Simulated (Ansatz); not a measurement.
WSe2:
```yaml
crystal:
  lattice:
    - [3.30260, 0.00000, 0.00000]
    - [-1.65130, 2.86014, 0.00000]
    - [0.00000, 0.00000, 13.22737]
  atoms:
    - { symbol: W, position: [0.33333, 0.66667, 0.25000] }
    - { symbol: W, position: [0.66667, 0.33333, 0.75000] }
    - { symbol: Se, position: [0.33333, 0.66667, 0.62423] }
    - { symbol: Se, position: [0.66667, 0.33333, 0.12423] }
    - { symbol: Se, position: [0.66667, 0.33333, 0.37577] }
    - { symbol: Se, position: [0.33333, 0.66667, 0.87577] }
```

The program Ansatz at the r²SCAN+D4 level (PAW) gives a gap of 1.17 eV without spin–orbit coupling, maximum at Γ, minimum on the K–Γ line, 46 % of the way from K.

Q: What happens when spin–orbit coupling is switched on?

A: The gap falls by 0.08 eV, to 1.09 eV; maximum at Γ, minimum on the K–Γ line, 45 % of the way from K.

Q: Give the electron effective mass with spin–orbit coupling.

A: 0.46, 0.52, 0.58 mₑ (principal values).

Q: Give the hole effective mass with spin–orbit coupling.

A: 0.76, 0.76, 0.92 mₑ (principal values).

Space group P6_3/mmc. Symmetry was held in the r²SCAN+D4 relaxation. No spin polarisation was allowed.

Potentials: the later of the program's two PAW sets.
